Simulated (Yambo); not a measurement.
G0W0@PBEsol for Rb2WO2F4 (space group C2/m, No. 12) in Yambo. Reference settings: 2×2×2 Γ-centred k mesh, bands 2 to 308 and a 8 Ry block in the screening, 308 bands in G with the Bruneval-Gonze terminator, plasmon pole fitted at 27.2 eV. The PBEsol gap (0, 0, -0.5) → (-0.5, -0.5, -0.5) on this mesh is 2.26 eV; G0W0 gaps are taken between the same points.

With and without the terminator, as bands are cut:

```json
[
 {"bands in G (in W)": "117 (308)", "gap, terminator (eV)": "5.470", "gap, none (eV)": "5.585", "valence shift, terminator (eV)": "-1.301", "valence shift, none (eV)": "-0.696"},
 {"bands in G (in W)": "199 (308)", "gap, terminator (eV)": "5.461", "gap, none (eV)": "5.538", "valence shift, terminator (eV)": "-1.316", "valence shift, none (eV)": "-0.983"},
 {"bands in G (in W)": "308 (308)", "gap, terminator (eV)": "5.452", "gap, none (eV)": "5.489", "valence shift, terminator (eV)": "-1.317", "valence shift, none (eV)": "-1.137"}
]
```

Over this range the gap spans 0.018 eV with the terminator and 0.096 eV without, the valence shift 0.016 eV and 0.441 eV. Neither column has reached its limit for certain.

Spin-orbit coupling is not included.

Geometry of the Materials Project entry, not relaxed at this level; primitive cell a = b = 6.155 Å, c = 4.980 Å, α = β = 91.72°, γ = 59.83°.

The structure is a Materials Project entry; no match was found in the copy of COD used, and its stability was not checked.

A shift is the quasiparticle energy of the state minus its PBEsol energy.
